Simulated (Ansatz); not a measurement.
The relaxed structure here is a generated cell of TiTe2: the first start was made by placing the elements on the sites of a structure type, and the end was not matched to a known phase here, so it may be hypothetical. Known forms of TiTe2 include space group No. 164.

A relaxed cell of TiTe2 (Fm-3m (No. 225)), relaxed on a k-mesh at least as fine as the one used below. Calculation: PBE (plane waves to 420 eV, PAW, scalar-relativistic; Ansatz, an electronic-structure program). Γ-centred k-mesh 8×8×8 on the run's cell (coarser than for final values), Fermi–Dirac smearing 0.05 eV.

```
CELL_PARAMETERS angstrom
      0.00000     6.88666     6.88666
      3.44333     3.44333     6.88666
      3.44333     3.44333     0.00000
ATOMIC_POSITIONS crystal
  Te 0.00000 0.25000 0.25000
  Te 0.50000 0.25000 0.25000
  Te 0.00000 0.75000 0.75000
  Te 0.50000 0.75000 0.75000
  Ti 0.00000 0.00000 0.00000
  Ti 0.50000 0.00000 0.00000
```

The atoms are displaced along an unstable phonon of this cell by (Å):

```
atom     ux     uy      uz
----  -----  -----  ------
Te1   0.000  0.000   0.150
Te2   0.000  0.000  -0.150
Te3   0.000  0.000   0.150
Te4   0.000  0.000  -0.150
Ti5   0.000  0.000   0.000
Ti6   0.000  0.000   0.000
```

### Question
What forces (eV/Å) and pressure result?

### Answer
```tsv
atom	Fx	Fy	Fz
Te1	0.00	0.00	0.19
Te2	0.00	0.00	-0.19
Te3	0.00	0.00	0.19
Te4	0.00	0.00	-0.19
Ti5	0.00	0.00	0.00
Ti6	0.00	0.00	0.00
```

Pressure +0.1 GPa.

The undisplaced cell is probably no minimum: from this displacement the run went on to P4₂/nmc (No. 137), 0.04 eV/atom below it.

No spin polarisation in the result. A magnetic state may lie lower.
